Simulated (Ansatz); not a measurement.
The start is a generated cell, Fe built in the beta-W structure type. A full variable-cell relaxation at zero pressure is run with PBEsol (plane waves to 420 eV, PAW, scalar-relativistic; Ansatz, an electronic-structure program). The first steps use a coarse 7×7×7 k-mesh.

Initial structure:
```
Fe
1.0
    4.58601     0.00000     0.00000
    0.00000     4.58601     0.00000
    0.00000     0.00000     4.58601
Fe
8
Direct
  0.25000   0.00000   0.50000
  0.75000   0.00000   0.50000
  0.00000   0.50000   0.25000
  0.00000   0.50000   0.75000
  0.50000   0.25000   0.00000
  0.50000   0.75000   0.00000
  0.00000   0.00000   0.00000
  0.50000   0.50000   0.50000
```
Spin-polarised start, with parallel moments on Fe.

Q: What pressure does the first self-consistent step give?

A: -14.2 GPa (negative: the cell is under tension).

Q: How much energy is released per atom?

A: 0.06 eV/atom.

Q: How does the volume per atom move from start to end?

A: -9.4 %, from 12.06 to 10.92 Å³/atom.

Q: How do the shortest distances between atoms change?

A: The closest pairs of elements (up to four, under 3.6 Å), start → end: Fe–Fe 2.29 → 2.22 Å.

Q: What band gap does the relaxed structure have at this level?

A: No gap (metallic).

Q: What magnetic moments remain?

A: Net 2.03 μB/atom, ferromagnetic.

Q: Write out the relaxed structure.

A: 
Space group Pm-3n (No. 223); a = b = c = 4.438 Å, α = β = γ = 90.00°

```csv
atom,site,symmetry,x,y,z
Fe,6c,-4m.2,0.0000,0.5000,0.2500
Fe,2a,m-3.,0.0000,0.0000,0.0000
```

The space group stays Pm-3n (No. 223) (the run could not lower it), with 8 atoms in the primitive magnetic cell. Final values are on a 11×11×11 k-mesh of the relaxed cell. Spin state reached: ferromagnetic (net 2.03 μB/atom), from parallel starting moments; other spin orders were not run from this start.

The run could not lose the symmetry of its start: the end is stationary, and may be a saddle point rather than a minimum.

All atoms sit on sites fixed by symmetry, so only the cell could relax.

The relaxed structure here is a generated cell of Fe: the first start was made by placing the elements on the sites of a structure type, and the end was not matched to a known phase here, so it may be hypothetical. Known forms of Fe include space group No. 229.
